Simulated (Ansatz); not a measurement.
One crystal and one scan (scan of one atom of the cell) at two levels, PBE (plane waves to 420 eV, PAW, scalar-relativistic; Ansatz, an electronic-structure program) and r2SCAN (plane waves to 500 eV, PAW, scalar-relativistic; Ansatz), each from its own relaxed cell and on its own mesh. The cell shown is that of PBE.

ZnS (zinc blende)

```xyz
2
Lattice="0.0000 2.7217 2.7217 2.7217 0.0000 2.7217 2.7217 2.7217 0.0000" Properties=species:S:1:pos:R:3 pbc="T T T"
S      4.0826     4.0826     4.0826
Zn     0.0000     0.0000     0.0000
```

In each cell atom 2 (Zn, nearest neighbour S at 2.357 Å; its periodic images, 3.8 Å or more away, move with it) moves by s·(0.577, 0.577, 0.577) (along Cartesian [111]), the rest being held.

E stands for the smeared free energy. ZnS was relaxed with its symmetry unable to fall. Percentages come from the unrounded values. Both scans cover s from -0.470 to 0.470 Å.

Results of PBE:

Lattice constant a (Å): 5.443
Band gap of the relaxed cell, no spin-orbit coupling (eV): 2.02
Energy at s = 0.470 Å (meV/cell): 285
Force along the line at s = -0.470 Å (eV/Å): 7.644
Force constant k = d²E/ds² at s = 0 (finite differences) (eV/Å²): 5.35
Zone-centre optical wavenumber from k (transverse: no LO-TO term) (cm⁻¹): 260
Symmetry of the curve: not even: the negative side lies higher at ±0.470 Å
Shape of the curve: a single well with its minimum at or next to zero displacement

Question: Estimate the r2SCAN values.

Answer: 
```csv
quantity,r2SCAN,PBE − r2SCAN
Lattice constant a (Å),5.389,+0.054 (+1.0 %)
"Band gap of the relaxed cell, no spin-orbit coupling (eV)",2.70,-0.68 (-25 %)
Energy at s = 0.470 Å (meV/cell),309,-24 (-8.0 %)
Force along the line at s = -0.470 Å (eV/Å),8.467,-0.823 (-9.7 %)
Force constant k = d²E/ds² at s = 0 (finite differences) (eV/Å²),5.90,-0.55 (-9.4 %)
Zone-centre optical wavenumber from k (transverse: no LO-TO term) (cm⁻¹),273,-13 (-5 %)
```

PBE gives the higher value for: lattice constant a. PBE gives the lower value for: band gap of the relaxed cell, no spin-orbit coupling; energy at s = 0.470 Å; force along the line at s = -0.470 Å; force constant k = d²E/ds² at s = 0; zone-centre optical wavenumber from k. Both give the same symmetry of the curve: not even: the negative side lies higher at ±0.470 Å. Neither level is exact: the differences show how much the result hangs on the functional.

(A displaced cell: forces are minus the slopes of the energy, force constants its curvatures, and phonons follow from these.)
